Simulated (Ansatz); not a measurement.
La2WN4:
```
La2WN4
1.0
   -1.99802     1.99802     6.37562
    1.99802    -1.99802     6.37562
    1.99802     1.99802    -6.37562
La W N
2 1 4
Direct
  0.35484   0.35484   0.00000
  0.64516   0.64516   0.00000
  0.00000   0.00000   0.00000
  0.16304   0.16304   0.00000
  0.83696   0.83696   0.00000
  0.00000   0.50000   0.50000
  0.50000   0.00000   0.50000
```

Relaxed with PBE. Special points in fractions of this cell's reciprocal vectors: Γ (0.000, 0.000, 0.000); X (0.000, 0.000, 0.500); P (0.250, 0.250, 0.250); N (0.000, 0.500, 0.000); M (0.500, 0.500, -0.500); S (0.275, 0.725, -0.275); S0 (-0.275, 0.275, 0.275); R (-0.049, 0.049, 0.500); G (0.500, 0.500, -0.049).

**Question.** List the band energies nearest the Fermi level at these points for plane-wave PAW PBE (Ansatz code).

**Answer.** In eV from the Fermi level; about four levels below and three above (degenerate sets whole), none deeper than 8.9 eV; points with the same levels are listed once.

```
k                    below           above
-  -----------------------  --------------
Γ  -0.86 -0.12 -0.12 -0.07  0.73 0.73 2.07
X  -1.22 -0.77 -0.25 -0.13  2.96 2.96 3.14
P  -1.14 -0.46 -0.46 -0.25  2.94 2.94 3.15
N  -1.95 -0.88 -0.67 -0.40  1.37 2.72 3.01
M  -0.97 -0.85 -0.07 -0.07  1.16 1.80 1.80
S  -1.92 -0.86 -0.74 -0.53  1.41 2.77 2.93
R  -1.13 -0.88 -0.30 -0.13  2.91 2.97 3.09
```

Space group I4/mmm. The start of the workflow was typed in or built on a structure type; neither database checked (COD, Materials Project) lists it. Its standing as an ambient phase is unchecked. The cell was relaxed with PBE under the symmetry of its start; its stability against distortions is not shown here. The workflow began spin-polarised and lost its moments. The cell computed holds one magnetic atom, so no antiferromagnetic order was within reach. Scalar-relativistic: spin–orbit coupling is off unless named, which matters more the heavier the elements.

Potentials: the later of the program's two PAW sets.
